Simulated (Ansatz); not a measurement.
Input, command and steps of an Ansatz relaxation.

```yaml
crystal:
  lattice:
    - [3.1863846866, 0.0, 0.0]
    - [-1.5931923433, 2.7594900848, 0.0]
    - [0.0, 0.0, 3.5198467466]
  atoms:
    - { symbol: Hf, position: [0.0, 0.0, 0.0] }
    - { symbol: B, position: [0.3333333333, 0.6666666667, 0.5] }
    - { symbol: B, position: [0.6666666667, 0.3333333333, 0.5] }
basis:
  ecutwfc: 420
kpoints:
  mp_grid: { grid: [18, 18, 12] }
hamiltonian:
  xc: pbesol
scf:
  occupations: { method: gaussian, width: 0.1 }
output:
  forces: true
  stress: true
  eigenvalues: true
relax:
  adjacent_minimum: "off"
  f_tol: 0.01
  max_steps: 30
  cell: { stress_tol: 0.1, fix: [volume] }
```

```bash
ansatz run input.yaml --threads 1 --pin off --max-ram 2560MiB --backend cpu --events-out ev --progress --plain --runs-dir out
```

All numbers below come from Ansatz, DFT PBEsol, scalar-relativistic, plane waves, PAW.

The volume is held at 1.06 times that of the relaxed cell.

Of 4 frames 3 are shown, positions in Å and forces in eV/Å; the SCF threshold varies from step to step. Steps run on the plane waves of an earlier cell, with a Pulay correction in the pressure. The basis is chosen afresh for the last frame, the zero of the energies, and at times for earlier ones too; energy and pressure step there, also at an unchanged geometry.

```xyz
3
Lattice="3.1864 0.0000 0.0000 -1.5932 2.7595 0.0000 0.0000 0.0000 3.5198" Properties=species:S:1:pos:R:3:forces:R:3 pbc="T T T" step=1 free_energy_over_end_meV_per_atom=0.05 pressure_GPa=-13.64
Hf    0.0000    0.0000    0.0000    0.0000    0.0000    0.0000
B     0.0000    1.8397    1.7599    0.0000    0.0000    0.0000
B     1.5932    0.9198    1.7599    0.0000    0.0000    0.0000
3
Lattice="3.1824 0.0000 0.0000 -1.5912 2.7560 0.0000 0.0000 0.0000 3.5287" Properties=species:S:1:pos:R:3:forces:R:3 pbc="T T T" step=2 free_energy_over_end_meV_per_atom=0.01 pressure_GPa=-13.56
Hf    0.0000    0.0000    0.0000    0.0000    0.0000    0.0000
B     0.0000    1.8374    1.7643    0.0000    0.0000    0.0000
B     1.5912    0.9187    1.7643    0.0000    0.0000    0.0000
3
Lattice="3.1836 0.0000 0.0000 -1.5918 2.7570 0.0000 0.0000 0.0000 3.5261" Properties=species:S:1:pos:R:3:forces:R:3 pbc="T T T" step=4 free_energy_over_end_meV_per_atom=0.00 pressure_GPa=-13.58
Hf    0.0000    0.0000    0.0000    0.0000    0.0000    0.0000
B     0.0000    1.8380    1.7631    0.0000    0.0000    0.0000
B     1.5918    0.9190    1.7631    0.0000    0.0000    0.0000
```

The run took 82 s on 1 thread of Intel(R) Xeon(R) Processor @ 2.50GHz (Skylake/Cascade Lake), on a shared host, peak memory 0.47 GiB.

Spin–orbit coupling is left out, which can shift energies with elements as heavy as these.